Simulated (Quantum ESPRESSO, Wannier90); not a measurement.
Wannier functions of InGaAs2 (P-4m2)

Materials Project entry mp-1223781; symmetrised, unrelaxed at this level. Not found in the COD (Crystallography Open Database) copy used; not checked further. Method: PBEsol plane waves in Quantum ESPRESSO 7.5 (PseudoDojo norm-conserving files, 68 Ry, spinors with spin-orbit coupling), Bloch states on a 4×4×4 mesh through Γ, Wannier90 4.0.1. Density: 8×8×6 mesh, cold smearing 0.01 Ry. With spin-orbit coupling a semilocal functional can close or falsely invert a small gap; the band order was not checked against a better method. The gap is small at this level and was sampled on the meshes and a path alone.

On the energy scale of pw.x, whose zero is arbitrary, the valence-band maximum lies at 7.58 eV.

Input w.win:

```
num_bands = 52
num_wann = 32
exclude_bands = 1-40
spinors = true
num_iter = 1000
conv_tol = 1.0e-6
conv_window = 4
dis_num_iter = 1000
dis_conv_tol = 1.0e-6
dis_froz_max = 9.15
num_cg_steps = 20
write_hr = true
write_u_matrices = true
begin projections
f=-0.00930,-0.00213,0.50496: s;p
f=0.50560,0.50893,-0.00381: s;p
f=0.49272,0.00531,-0.23696: s;p
f=-0.00158,0.49989,0.23983: s;p
end projections
begin unit_cell_cart
ang
    4.2250000000    0.0000000000    0.0000000000
    0.0000000000    4.2250000000    0.0000000000
    0.0000000000    0.0000000000    5.9621500000
end unit_cell_cart
begin atoms_frac
In   0.0000000000  0.0000000000  0.5000000000
Ga   0.5000000000  0.5000000000  0.0000000000
As   0.5000000000  0.0000000000 -0.2315200000
As   0.0000000000  0.5000000000  0.2315200000
end atoms_frac
mp_grid = 4 4 4
begin kpoints
0.0000000000 0.0000000000 0.0000000000
0.0000000000 0.0000000000 0.2500000000
0.0000000000 0.0000000000 0.5000000000
... (61 more lines: the 4x4x4 mesh through Gamma)
end kpoints
```

Input of pw2wannier90.x that gives the overlap and projection files (equivalent; here they were cut from one run over all bands):

```
&inputpp
  outdir = './out'
  prefix = 'pwscf'
  seedname = 'w'
  write_amn = .true.
  write_mmn = .true.
/
```

Output w.wout (banner and timings cut):

```
                                    ------
                                    SYSTEM
                                    ------

                              Lattice Vectors (Ang)
                    a_1     4.225000   0.000000   0.000000
                    a_2     0.000000   4.225000   0.000000
                    a_3     0.000000   0.000000   5.962150

                   Unit Cell Volume:     106.42810  (Ang^3)

                        Reciprocal-Space Vectors (Ang^-1)
                    b_1     1.487144   0.000000   0.000000
                    b_2     0.000000   1.487144   0.000000
                    b_3     0.000000   0.000000   1.053846

 *----------------------------------------------------------------------------*
 |   Site       Fractional Coordinate          Cartesian Coordinate (Ang)     |
 +----------------------------------------------------------------------------+
 | in   1   0.00000   0.00000   0.50000   |    0.00000   0.00000   2.98108    |
 | ga   1   0.50000   0.50000   0.00000   |    2.11250   2.11250   0.00000    |
 | as   1   0.50000   0.00000  -0.23152   |    2.11250   0.00000  -1.38036    |
 | as   2   0.00000   0.50000   0.23152   |    0.00000   2.11250   1.38036    |
 *----------------------------------------------------------------------------*
                                ------------
                                K-POINT GRID
                                ------------

             Grid size =  4 x  4 x  4      Total points =   64

 *---------------------------------- MAIN ------------------------------------*
 |  Number of Wannier Functions               :                32             |
 |  Number of Objective Wannier Functions     :                32             |
 |  Number of input Bloch states              :                52             |
 |  Output verbosity (1=low, 5=high)          :                 1             |
 |  Timing Level (1=low, 5=high)              :                 1             |
 |  Optimisation (0=memory, 3=speed)          :                 3             |
 |  Length Unit                               :               Ang             |
 |  Post-processing setup (write *.nnkp)      :                 F             |
 |  Using Gamma-only branch of algorithms     :                 F             |
 *----------------------------------------------------------------------------*
 *------------------------------- WANNIERISE ---------------------------------*
 |  Total number of iterations                :              1000             |
 |  Number of CG steps before reset           :                20             |
 |  Trial step length for line search         :             2.000             |
 |  Convergence tolerence                     :         0.100E-05             |
 |  Convergence window                        :                 4             |
 |  Iterations between writing output         :                 1             |
 |  Iterations between backing up to disk     :               100             |
 |  Write r^2_nm to file                      :                 F             |
 |  Write xyz WF centres to file              :                 F             |
 |  Write on-site energies <0n|H|0n> to file  :                 F             |
 |  Use guiding centre to control phases      :                 F             |
 |  Use phases for initial projections        :                 F             |
 *----------------------------------------------------------------------------*
 *------------------------------- DISENTANGLE --------------------------------*
 |  Using band disentanglement                :                 T             |
 |  Total number of iterations                :              1000             |
 |  Mixing ratio                              :             0.500             |
 |  Convergence tolerence                     :         1.000E-06             |
 |  Convergence window                        :                 3             |
 *----------------------------------------------------------------------------*
 *-------------------------------- PLOTTING ----------------------------------*
 |  Plotting Hamiltonian in WF basis          :                 T             |
 *----------------------------------------------------------------------------*

       ... (k-mesh section left out)

 Starting a new Wannier90 calculation ...

 Reading overlaps from w.mmn

 Reading projections from w.amn

 *------------------------------- DISENTANGLE --------------------------------*
 +----------------------------------------------------------------------------+
 |                              Energy  Windows                               |
 |                              ---------------                               |
 |                   Outer:   -4.41168  to   22.75560  (eV)                   |
 |                   Inner:   -4.41168  to    9.15000  (eV)                   |
 +----------------------------------------------------------------------------+
   Number of target bands to extract:   32

                   Unitarised projection of Wannier functions
                   ------------------------------------------
   A_mn = <psi_m|g_n> --> S = A.A^+ --> U = S^-1/2.A
   In dis_project... done
   Using an inner window (linner = T)
   In dis_proj_froz... done

                   Extraction of optimally-connected subspace
                   ------------------------------------------
 +---------------------------------------------------------------------+<-- DIS
 |  Iter     Omega_I(i-1)      Omega_I(i)      Delta (frac.)           |<-- DIS
 +---------------------------------------------------------------------+<-- DIS
       1      57.01484585      52.21900549       9.184E-02    <-- DIS
       2      53.17078360      50.64202172       4.993E-02    <-- DIS
       3      51.53589310      49.73504800       3.621E-02    <-- DIS
       4      50.33619828      49.09659944       2.525E-02    <-- DIS
       5      49.47995363      48.63143794       1.745E-02    <-- DIS
       6      48.86791660      48.28547782       1.206E-02    <-- DIS
       ... (lines left out)
     100      46.89087077      46.89091667      -9.789E-07    <-- DIS
     101      46.89086899      46.89091256      -9.293E-07    <-- DIS
     102      46.89086741      46.89090879      -8.823E-07    <-- DIS

             <<<      Delta < 1.000E-06  over  3 iterations     >>>
             <<< Disentanglement convergence criteria satisfied >>>

        Final Omega_I    46.89090879 (Ang^2)

 +----------------------------------------------------------------------------+

 Writing checkpoint file w.chk... done

 *------------------------------- WANNIERISE ---------------------------------*
 +--------------------------------------------------------------------+<-- CONV
 | Iter  Delta Spread     RMS Gradient      Spread (Ang^2)            |<-- CONV
 +--------------------------------------------------------------------+<-- CONV

 ------------------------------------------------------------------------------
 Initial State
  WF centre and spread    1  ( -0.036464, -0.009219,  3.009126 )     2.19613830
  WF centre and spread    2  ( -0.036464, -0.009219,  3.009126 )     2.19613829
  WF centre and spread    3  (  0.000393, -0.000304,  2.951874 )     3.06367734
  WF centre and spread    4  (  0.000393, -0.000304,  2.951875 )     3.06367763
  WF centre and spread    5  (  0.040732, -0.000834,  2.818886 )     2.96147928
  WF centre and spread    6  (  0.040733, -0.000834,  2.818885 )     2.96147967
  WF centre and spread    7  ( -0.001147,  0.008961,  3.142136 )     2.97161768
  WF centre and spread    8  ( -0.001146,  0.008961,  3.142135 )     2.97161779
  WF centre and spread    9  (  2.135817,  2.146666, -0.022683 )     1.82886925
  WF centre and spread   10  (  2.135817,  2.146666, -0.022683 )     1.82886925
  WF centre and spread   11  (  2.113029,  2.113124,  0.022189 )     2.74885091
  WF centre and spread   12  (  2.113029,  2.113124,  0.022190 )     2.74885104
  WF centre and spread   13  (  2.090199,  2.113785, -0.159810 )     2.58007675
  WF centre and spread   14  (  2.090199,  2.113785, -0.159811 )     2.58007712
  WF centre and spread   15  (  2.113509,  2.077228,  0.159069 )     2.58183058
  WF centre and spread   16  (  2.113509,  2.077228,  0.159068 )     2.58183090
  WF centre and spread   17  (  2.083331,  0.019861, -1.436406 )     1.46468840
  WF centre and spread   18  (  2.083331,  0.019861, -1.436406 )     1.46468835
  WF centre and spread   19  (  2.110044,  0.001634, -1.338427 )     1.95797438
  WF centre and spread   20  (  2.110044,  0.001634, -1.338427 )     1.95797409
  WF centre and spread   21  (  2.137943,  0.000842, -1.260488 )     1.87760956
  WF centre and spread   22  (  2.137943,  0.000842, -1.260488 )     1.87760990
  WF centre and spread   23  (  2.111277, -0.017657, -1.525617 )     1.89104997
  WF centre and spread   24  (  2.111277, -0.017657, -1.525617 )     1.89104924
  WF centre and spread   25  ( -0.006513,  2.111920,  1.452869 )     1.46165103
  WF centre and spread   26  ( -0.006513,  2.111920,  1.452869 )     1.46165106
  WF centre and spread   27  (  0.000461,  2.111988,  1.323817 )     1.95435472
  WF centre and spread   28  (  0.000461,  2.111988,  1.323817 )     1.95435479
  WF centre and spread   29  (  0.006328,  2.112038,  1.526606 )     1.88023826
  WF centre and spread   30  (  0.006328,  2.112038,  1.526606 )     1.88023892
  WF centre and spread   31  (  0.000439,  2.112643,  1.261055 )     1.86858815
  WF centre and spread   32  (  0.000439,  2.112643,  1.261054 )     1.86858780
  Sum of centres and spreads ( 33.798758, 33.805352, 23.848390 )    70.57739038

      0     0.706E+02     0.0000000000       70.5773903824  <-- CONV
        O_D=      0.0896363 O_OD=     23.5968453 O_TOT=     70.5773904 <-- SPRD
 ------------------------------------------------------------------------------
      1    -0.534E+00     0.8267007950       70.0431949022  <-- CONV
        O_D=      0.1020138 O_OD=     23.0502723 O_TOT=     70.0431949 <-- SPRD
      2    -0.500E+00     1.0007386216       69.5427906703  <-- CONV
        O_D=      0.1025189 O_OD=     22.5493630 O_TOT=     69.5427907 <-- SPRD
      3    -0.182E+00     0.6931011634       69.3604526588  <-- CONV
        O_D=      0.0968797 O_OD=     22.3726642 O_TOT=     69.3604527 <-- SPRD
      4    -0.701E-01     0.4154042598       69.2903060477  <-- CONV
        O_D=      0.0954741 O_OD=     22.3039232 O_TOT=     69.2903060 <-- SPRD
      5    -0.379E-01     0.2863539148       69.2524466806  <-- CONV
        O_D=      0.0937140 O_OD=     22.2678238 O_TOT=     69.2524467 <-- SPRD
       ... (lines left out)
    100    -0.517E-05     0.0032661674       54.1770584981  <-- CONV
        O_D=      0.0347318 O_OD=      7.2514179 O_TOT=     54.1770585 <-- SPRD
       ... (lines left out)
    112    -0.531E-06     0.0010516339       54.1770292853  <-- CONV
        O_D=      0.0347303 O_OD=      7.2513902 O_TOT=     54.1770293 <-- SPRD
    113    -0.411E-06     0.0009196816       54.1770288747  <-- CONV
        O_D=      0.0347303 O_OD=      7.2513898 O_TOT=     54.1770289 <-- SPRD
    114    -0.332E-06     0.0008064609       54.1770285431  <-- CONV
        O_D=      0.0347304 O_OD=      7.2513893 O_TOT=     54.1770285 <-- SPRD
             <<<     Delta < 1.000E-06  over  4 iterations     >>>
             <<< Wannierisation convergence criteria satisfied >>>
 Final State
  WF centre and spread    1  ( -0.000420, -0.712755,  3.457169 )     2.03832018
  WF centre and spread    2  ( -0.000420, -0.712755,  3.457168 )     2.03832121
  WF centre and spread    3  ( -0.712765, -0.000376,  2.504983 )     2.03833406
  WF centre and spread    4  ( -0.712765, -0.000376,  2.504982 )     2.03833372
  WF centre and spread    5  (  0.712833, -0.000361,  2.505100 )     2.03797185
  WF centre and spread    6  (  0.712833, -0.000361,  2.505100 )     2.03797264
  WF centre and spread    7  ( -0.000434,  0.712737,  3.457100 )     2.03813755
  WF centre and spread    8  ( -0.000434,  0.712737,  3.457100 )     2.03813692
  WF centre and spread    9  (  2.740021,  2.112864, -0.446292 )     1.84136528
  WF centre and spread   10  (  2.740020,  2.112864, -0.446292 )     1.84136590
  WF centre and spread   11  (  2.112866,  2.740040,  0.446241 )     1.84135415
  WF centre and spread   12  (  2.112867,  2.740041,  0.446240 )     1.84135375
  WF centre and spread   13  (  1.485083,  2.112865, -0.446317 )     1.84123526
  WF centre and spread   14  (  1.485083,  2.112865, -0.446318 )     1.84123485
  WF centre and spread   15  (  2.112866,  1.485038,  0.446245 )     1.84119342
  WF centre and spread   16  (  2.112865,  1.485038,  0.446245 )     1.84119457
  WF centre and spread   17  (  2.112221,  0.518694, -1.756213 )     1.45726862
  WF centre and spread   18  (  2.112221,  0.518694, -1.756214 )     1.45726777
  WF centre and spread   19  (  1.575523,  0.000264, -1.021680 )     1.43543145
  WF centre and spread   20  (  1.575523,  0.000263, -1.021680 )     1.43543152
  WF centre and spread   21  (  2.649607,  0.000268, -1.022059 )     1.43545951
  WF centre and spread   22  (  2.649607,  0.000269, -1.022060 )     1.43545995
  WF centre and spread   23  (  2.112226, -0.518854, -1.755905 )     1.45717532
  WF centre and spread   24  (  2.112226, -0.518854, -1.755905 )     1.45717523
  WF centre and spread   25  ( -0.518853,  2.112081,  1.755917 )     1.45722199
  WF centre and spread   26  ( -0.518853,  2.112081,  1.755916 )     1.45722226
  WF centre and spread   27  (  0.000261,  1.575662,  1.021614 )     1.43562616
  WF centre and spread   28  (  0.000260,  1.575661,  1.021614 )     1.43562577
  WF centre and spread   29  (  0.518667,  2.112077,  1.756243 )     1.45729531
  WF centre and spread   30  (  0.518666,  2.112077,  1.756243 )     1.45729581
  WF centre and spread   31  (  0.000263,  2.649841,  1.022116 )     1.43512337
  WF centre and spread   32  (  0.000264,  2.649841,  1.022115 )     1.43512318
  Sum of centres and spreads ( 33.799926, 33.800169, 23.848518 )    54.17702854

         Spreads (Ang^2)       Omega I      =    46.890908785
        ================       Omega D      =     0.034730443
                               Omega OD     =     7.251389315
    Final Spread (Ang^2)       Omega Total  =    54.177028543
```
